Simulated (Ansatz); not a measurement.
WC:
Space group P-6m2 (No. 187); a = 2.8840 Å, b = 2.8840 Å, c = 2.8122 Å, α = 90.00°, β = 90.00°, γ = 120.00°

```
atom  site  symmetry       x       y       z
----  ----  --------  ------  ------  ------
W       1a      -6m2  0.0000  0.0000  0.0000
C       1f      -6m2  0.6667  0.3333  0.5000
```

Relaxed with LDA.

Decompose the optical modes at the zone centre into irreducible representations, and say which are infrared and Raman allowed.

Point group -6m2: Γ_opt = A2'' + E'. Infrared: A2'', E'. Raman: E'.

Assign frequencies (DFPT, LDA (plane waves, PAW; program Ansatz)).

A2'' 602, E' 630 cm⁻¹.

Symmetry was held in the LDA relaxation. No spin polarisation was allowed. As this level gives no gap, phonon frequencies hold no LO–TO term and depend on the k-mesh and smearing (Fermi–Dirac, 0.1 eV here). Spin–orbit coupling is left out wherever it is not named.

Potentials: the earlier of the program's two PAW sets. The files were generated under PBE; for other functionals the program regenerates the frozen cores, and for LDA and PBEsol the local potential too.
